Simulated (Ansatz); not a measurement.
Given:

MoSeS:
```xyz
6
Lattice="3.1831 0.0000 0.0000 -1.5915 2.7566 0.0000 0.0000 0.0000 12.4082" Properties=species:S:1:pos:R:3 pbc="T T T"
Mo     0.0000     1.8378     0.0000
Mo     1.5915     0.9189     6.2041
Se     0.0000     1.8378     7.8857
Se     0.0000     1.8378     4.5224
S      1.5915     0.9189     1.5339
S      1.5915     0.9189    10.8742
```

This is the LDA-relaxed structure.

### Question
All from LDA in the plane-wave PAW code Ansatz, unless another level is named. Give the highest zone-centre frequency (without LO–TO term).

### Answer
462 cm⁻¹.

### Question
And the vibrational entropy at 300 K?

### Answer
24.7 J/(K·mol of atoms).

### Question
Give the zero-point energy.

### Answer
46.6 meV/atom.

Space group P-6m2. The first step of the workflow began from a Materials Project structure, measured or hypothetical; the Crystallography Open Database copy checked does not list it. With Se and S taken as one species the cell has the higher symmetry P6_3/mmc, so it may be an ordered model of a mixed-site phase. Its standing as an ambient phase is unchecked. Symmetry was held in the LDA relaxation; whether a distortion lowers the energy is not shown. The run is not spin-polarised. A crystal of weakly bound layers computed without a dispersion correction: the cell and the soft elastic constants depend strongly on that.

Potentials: the later of the program's two PAW sets.
